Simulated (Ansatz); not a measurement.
A crystal of cell content C8H10N6 at more than one level of theory

Plane-wave PAW calculations in Ansatz, scalar-relativistic unless spin-orbit coupling is named; Γ-centred meshes, relaxations with the symmetry kept. Pressure is positive in compression. No spin polarisation at the first level.

Cutoff 420 eV; k points 4×4×4 on the computed 24-atom cell (Γ-centred); Gaussian smearing, width 0.02 eV; no spin polarisation.

Structure relaxed with PBE+D3(BJ):

```
CELL_PARAMETERS angstrom
5.21774 0.00000 -0.00087
0.00000 7.70674 0.00000
-2.60891 0.00000 5.82877
ATOMIC_POSITIONS crystal
H 0.21032 0.18595 0.49999
H 0.78968 0.68595 0.50001
H 0.59799 0.25540 0.85713
H 0.40201 0.75540 0.14287
H 0.70489 0.41581 0.71113
H 0.29511 0.91581 0.28887
H 0.24081 0.25541 0.14293
H 0.75919 0.75541 0.85707
H 0.49385 0.41577 0.28896
H 0.50615 0.91577 0.71104
C 0.52112 0.34700 0.71254
C 0.47888 0.84700 0.28746
C 0.30862 0.34701 0.28752
C 0.69138 0.84701 0.71248
C 0.34082 0.47327 0.76122
C 0.65918 0.97327 0.23878
C 0.07967 0.47332 0.23881
C 0.92033 0.97332 0.76119
N 0.38150 0.25063 0.50002
N 0.61850 0.75063 0.49998
N 0.18648 0.56741 0.79320
N 0.81352 0.06741 0.20680
N 0.89329 0.56742 0.20681
N 0.10671 0.06742 0.79319
```

Question: What changes with r2SCAN (relaxed anew)?

Answer:
```json
{"level": "PBE+D3(BJ)", "cell": "relaxed", "cutoff (eV)": "420", "k mesh": "4×4×4", "primitive cell": "a = 5.22 Å, b = 7.71 Å, c = 6.39 Å, α = 90.00°, β = 114.12°, γ = 90.00°", "V (Å³/atom)": "9.8", "P (GPa; residual where relaxed)": "-0.01", "gap on mesh (eV)": "4.30"}
{"level": "r2SCAN", "cell": "relaxed", "cutoff (eV)": "500", "k mesh": "4×4×4", "primitive cell": "a = 5.27 Å, b = 7.68 Å, c = 6.42 Å, α = 90.00°, β = 114.25°, γ = 90.00°", "V (Å³/atom)": "9.9", "P (GPa; residual where relaxed)": "0.00", "gap on mesh (eV)": "4.85"}
```

Cost: 2 runs of about 15 core-minutes in all, on Arm Neoverse V2 (shared hosts).